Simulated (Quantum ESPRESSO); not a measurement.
# AlGa3N3O: input and log of a self-consistent run

A calculation, not a measurement. The program is pw.x of Quantum ESPRESSO 7.5 (plane-wave density functional theory). The cell is made up: 8 atoms on a rocksalt lattice, with randomly drawn elements, strain and displacements, not relaxed. PseudoDojo standard norm-conserving files (v0.5 for PBE, v0.4.1 for LDA and PBEsol) set the functional; there is no spin polarisation, spin-orbit coupling or dispersion term, and the masses in the input are unused placeholders. A spin-polarised start on this cell or one of its family kept no moment.

Input:

```
&control calculation='scf', pseudo_dir='./dojo.nc.sr.pbe.v0_5.standard.upf', outdir='./o', disk_io='medium', tprnfor=.true., tstress=.true. /
&system ibrav=0, nat=8, ntyp=4, nbnd=42, ecutwfc=84.00895049, nosym=.true., tot_charge=0,
 occupations='smearing', smearing='fd', degauss=0.0073498644
/
&electrons conv_thr=7.350e-09, electron_maxstep=60, /
ATOMIC_SPECIES
Al 1.0 Al.upf
Ga 1.0 Ga.upf
N 1.0 N.upf
O 1.0 O.upf
CELL_PARAMETERS angstrom
4.2216 -0.0442 -0.0222
-0.0442 4.2481 -0.0025
-0.0222 -0.0025 4.1827
ATOMIC_POSITIONS angstrom
Al -0.0076 0.0293 -0.0116
Ga -0.1129 2.0974 2.1357
Ga 2.0791 -0.1557 2.0151
Ga 2.0653 2.1201 -0.0833
N 2.1862 -0.0109 -0.0786
N 2.0714 2.0872 2.1101
N 4.1426 -0.0512 2.0212
O 4.123 2.0408 0.0787
K_POINTS automatic
6 6 6 1 1 1
```

The log is shortened where brackets say so; the opening notice, blank lines, dates and the lines on written files are dropped, and the path of the files is cut. It prints rydbergs, bohrs and kilobars, and counts compression as positive stress.

```
     Program PWSCF v.7.5
     Parallel version (MPI & OpenMP), running on       1 processor cores
     Number of MPI processes:                 1
     Threads/MPI process:                     1
     [start-up lines left out]
     bravais-lattice index     =            0
     lattice parameter (alat)  =       7.9782  a.u.
     unit-cell volume          =     506.1340 (a.u.)^3
     number of atoms/cell      =            8
     number of atomic types    =            4
     number of electrons       =        63.00
     number of Kohn-Sham states=           42
     kinetic-energy cutoff     =      84.0090  Ry
     charge density cutoff     =     336.0358  Ry
     scf convergence threshold =      7.3E-09
     mixing beta               =       0.7000
     number of iterations used =            8  plain     mixing
     Exchange-correlation= PBE
                           (   1   4   3   4   0   0   0)
     [axes and pseudopotential details left out]
   Cartesian axes
     site n.     atom                  positions (alat units)
         1        Al     tau(   1) = (  -0.0018001   0.0069400  -0.0027476  )
         2        Ga     tau(   2) = (  -0.0267416   0.4967918   0.5058635  )
         3        Ga     tau(   3) = (   0.4924572  -0.0368792   0.4772981  )
         4        Ga     tau(   4) = (   0.4891885   0.5021685  -0.0197305  )
         5        N      tau(   5) = (   0.5178250  -0.0025818  -0.0186173  )
         6        N      tau(   6) = (   0.4906334   0.4943758   0.4997999  )
         7        N      tau(   7) = (   0.9812194  -0.0121273   0.4787430  )
         8        O      tau(   8) = (   0.9765769   0.4833854   0.0186409  )
     number of k points=   108  Fermi-Dirac smearing, width (Ry)=  0.0073
     Number of k-points >= 100: set verbosity='high' to print them.
     Dense  grid:    52627 G-vectors     FFT dimensions: (  48,  48,  48)
     Estimated max dynamical RAM per process >      72.61 MB
     Initial potential from superposition of free atoms
     starting charge      62.9895, renormalised to      63.0000
     Starting wfcs are   47 randomized atomic wfcs
     total cpu time spent up to now is       16.8 secs
     per-process dynamical memory:    48.6 Mb
     Self-consistent Calculation
     iteration #  1     ecut=    84.01 Ry     beta= 0.70
     Davidson diagonalization with overlap
     ethr =  1.00E-02,  avg # of iterations =  5.0
     total cpu time spent up to now is       61.3 secs
     total energy              =    -558.03819288 Ry
     estimated scf accuracy    <       1.71653611 Ry
     iteration #  2     ecut=    84.01 Ry     beta= 0.70
     Davidson diagonalization with overlap
     ethr =  2.72E-03,  avg # of iterations =  3.4
     total cpu time spent up to now is       94.7 secs
     total energy              =    -558.54567887 Ry
     estimated scf accuracy    <       1.67586767 Ry
     iteration #  3     ecut=    84.01 Ry     beta= 0.70
     Davidson diagonalization with overlap
     ethr =  2.66E-03,  avg # of iterations =  2.0
     total cpu time spent up to now is      124.6 secs
     total energy              =    -558.83373074 Ry
     estimated scf accuracy    <       0.02464043 Ry
     iteration #  4     ecut=    84.01 Ry     beta= 0.70
     Davidson diagonalization with overlap
     ethr =  3.91E-05,  avg # of iterations =  9.1
     total cpu time spent up to now is      164.9 secs
     total energy              =    -558.84259339 Ry
     estimated scf accuracy    <       0.00765939 Ry
     iteration #  5     ecut=    84.01 Ry     beta= 0.70
     Davidson diagonalization with overlap
     ethr =  1.22E-05,  avg # of iterations =  2.8
     total cpu time spent up to now is      198.5 secs
     total energy              =    -558.84385257 Ry
     estimated scf accuracy    <       0.00207859 Ry
     [iterations 6 to 7 left out]
     iteration #  8     ecut=    84.01 Ry     beta= 0.70
     Davidson diagonalization with overlap
     ethr =  8.69E-08,  avg # of iterations =  2.0
     total cpu time spent up to now is      278.2 secs
     total energy              =    -558.84392865 Ry
     estimated scf accuracy    <       0.00000276 Ry
     iteration #  9     ecut=    84.01 Ry     beta= 0.70
     Davidson diagonalization with overlap
     ethr =  4.38E-09,  avg # of iterations =  3.5
     total cpu time spent up to now is      308.6 secs
     total energy              =    -558.84392987 Ry
     estimated scf accuracy    <       0.00000125 Ry
     iteration # 10     ecut=    84.01 Ry     beta= 0.70
     Davidson diagonalization with overlap
     ethr =  1.99E-09,  avg # of iterations =  2.0
     total cpu time spent up to now is      336.1 secs
     total energy              =    -558.84392976 Ry
     estimated scf accuracy    <       0.00000041 Ry
     iteration # 11     ecut=    84.01 Ry     beta= 0.70
     Davidson diagonalization with overlap
     ethr =  6.56E-10,  avg # of iterations =  2.0
     total cpu time spent up to now is      368.0 secs
     total energy              =    -558.84392986 Ry
     estimated scf accuracy    <       0.00000001 Ry
     iteration # 12     ecut=    84.01 Ry     beta= 0.70
     Davidson diagonalization with overlap
     ethr =  2.33E-11,  avg # of iterations =  2.0
     total cpu time spent up to now is      397.7 secs
     End of self-consistent calculation
     Number of k-points >= 100: set verbosity='high' to print the bands.
     the Fermi energy is    16.3858 ev
!    total energy              =    -558.84392986 Ry
     estimated scf accuracy    <          3.8E-09 Ry
     smearing contrib. (-TS)   =      -0.00207807 Ry
     internal energy E=F+TS    =    -558.84185179 Ry
     The total energy is F=E-TS. E is the sum of the following terms:
     one-electron contribution =    -139.16011006 Ry
     hartree contribution      =     134.08795464 Ry
     xc contribution           =    -155.32822756 Ry
     ewald contribution        =    -398.44146881 Ry
     convergence has been achieved in  12 iterations
     Forces acting on atoms (cartesian axes, Ry/au):
     atom    1 type  1   force =    -0.00215020    0.00243429    0.00031413
     atom    2 type  2   force =     0.01909141   -0.00731925   -0.01441044
     atom    3 type  2   force =    -0.00776547    0.04324077    0.00300031
     atom    4 type  2   force =    -0.00635478   -0.01811419    0.02777275
     atom    5 type  3   force =    -0.04457491   -0.00980625    0.01768185
     atom    6 type  3   force =    -0.02487777   -0.00873991   -0.02585286
     atom    7 type  3   force =     0.03929433   -0.00538314    0.01694761
     atom    8 type  4   force =     0.02733739    0.00368769   -0.02545336
     Total force =     0.103652     Total SCF correction =     0.000134
     Computing stress (Cartesian axis) and pressure
          total   stress  (Ry/bohr**3)                   (kbar)     P=      160.95
   0.00106723   0.00020112   0.00009997          156.99       29.59       14.71
   0.00020112   0.00099178  -0.00001459           29.59      145.90       -2.15
   0.00009997  -0.00001459   0.00122329           14.71       -2.15      179.95
     init_run     :     12.06s CPU     16.68s WALL (       1 calls)
     electrons    :    325.76s CPU    380.99s WALL (       1 calls)
     forces       :      3.35s CPU      3.40s WALL (       1 calls)
     stress       :     13.02s CPU     13.07s WALL (       1 calls)
     [timing details left out]
     PWSCF        :   5m54.34s CPU   6m54.63s WALL
     JOB DONE.
```

In other units: free energy -7603.459 eV for the cell, pressure 16.09 GPa, largest force component 1.146 eV/Å. A rerun of a related cell, with the same atoms placed differently, at 1437 eV and a 8 x 8 x 8 mesh moved values by no more than 0.029 eV in energy, 0.26 GPa in stress and 0.018 eV/Å in force.